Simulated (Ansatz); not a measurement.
Data:

AlGaAs2:
```yaml
crystal:
  lattice:
    - [4.01068, 0.00000, 0.00000]
    - [0.00000, 4.01068, 0.00000]
    - [0.00000, 0.00000, 5.65952]
  atoms:
    - { symbol: Ga, position: [0.00000, 0.00000, 0.00000] }
    - { symbol: As, position: [0.50000, 0.00000, 0.25021] }
    - { symbol: Al, position: [0.50000, 0.50000, 0.50000] }
    - { symbol: As, position: [0.00000, 0.50000, 0.74979] }
```

This is the PBEsol-relaxed structure. x, y and z are the axes in which the lattice vectors are written.

Q: All from the program Ansatz at the PBEsol level (PAW), unless another level is named. Predict the Hill bulk and shear moduli.

A: 70.8 and 41.2 GPa.

Q: Predict the elastic constants (relaxed ions, GPa).

A: C11 = 134, C12 = 26.9, C13 = 51.9, C33 = 108, C44 = 52.7, C66 = 28.4.

Q: Predict the highest zone-centre frequency (without LO–TO term).

A: 367 cm⁻¹.

Q: What about the vibrational entropy at 300 K?

A: 30.6 J/(K·mol of atoms).

Space group P-4m2. The start of the workflow was typed in or built on a structure type; neither database checked (COD, Materials Project) lists it. Its standing as an ambient phase is unchecked. Symmetry was held in the PBEsol relaxation; whether a distortion lowers the energy is not shown.

Potentials: the later of the program's two PAW sets.
